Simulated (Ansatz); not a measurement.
# MnGa (P-6m2): electronic heat capacity from the density of states

Level of theory: Ansatz 0.2.0, DFT PBEsol, scalar-relativistic, plane waves, PAW.

Plane waves to 420 eV, a k mesh through Γ of 18×18×10 on the computed 2-atom cell and Gaussian smearing (0.10 eV); collinear spin from starting moments 1.89 0 μB.

Relaxed cell: P-6m2, a = 2.689 Å, b = 2.689 Å, c = 4.029 Å, α = 90.00°, β = 90.00°, γ = 120.00°, 2 atoms in the primitive cell. Whether it is the stable form of this composition wasn't checked.

The density of states at the Fermi level is 1.146 states/eV in the cell of 2 atoms (1 formula unit; both spins, tetrahedra on a 27×27×15 mesh). The run ends with a moment of 1.67 μB a cell (largest on a site 1.72 μB), and the figure is for this state; a paramagnetic sample can have a quite different one. Another magnetic order, if the compound takes it, can change N(E_F) and the shape of the cell a good deal.

Q: What Sommerfeld coefficient does this give?

A: Per formula unit N(E_F) = 1.146 states/eV. γ = (π²/3) k_B² N(E_F) N_A = 2.357 mJ/(mol K²) per state/eV, so γ = 2.7 mJ/(mol K²), a mole of formula units. This is the bare band result: a measured γ of the same phase and magnetic order is as a rule larger by a factor 1 + λ from phonons and spin fluctuations. N(E_F) at one energy is sensitive to the mesh where the density of states has sharp peaks.

Only parallel moments were tried here.

Only this magnetic start was tried.